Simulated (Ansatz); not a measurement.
CdS (zinc blende)

```
CdS
1.0
    0.00000     2.93890     2.93890
    2.93890     0.00000     2.93890
    2.93890     2.93890     0.00000
S Cd
1 1
Direct
  0.75000   0.75000   0.75000
  0.00000   0.00000   0.00000
```

In this cell atom 1 (S, nearest neighbour Cd at 2.545 Å; its periodic images, 4.2 Å or more away, move with it) is moved by s along Cartesian x, unit vector (1.000, 0.000, 0.000); all other atoms and the cell stay fixed.

The numbers are results of r2SCAN (plane waves to 500 eV, PAW, scalar-relativistic; Ansatz, a first-principles code), not measurements. k mesh 8×8×8 (Γ-centred), Fermi-Dirac smearing 0.05 eV. E stands for the smeared free energy. CdS was relaxed with its symmetry unable to fall. ΔE is measured from the undisplaced structure.

The scan covers s from -0.250 to 0.250 Å in 11 points.

Task: Is the energy the same for equal positive and negative displacements?

Result: Even: the same for both signs. With its periodic images moving along, the atom's site symmetry in this cell is -43m.

Task: What is the force constant k = d²E/ds² of this move at s = 0?

Result: 4.77 eV/Å².

Task: With two atoms in the cell this is the zone-centre optical mode. What wavenumber follows (transverse: no LO-TO term)?

Result: 228 cm⁻¹.

(For displaced atoms, the force is minus the slope of the energy, and its curvature is a force constant, which sets phonon frequencies.)
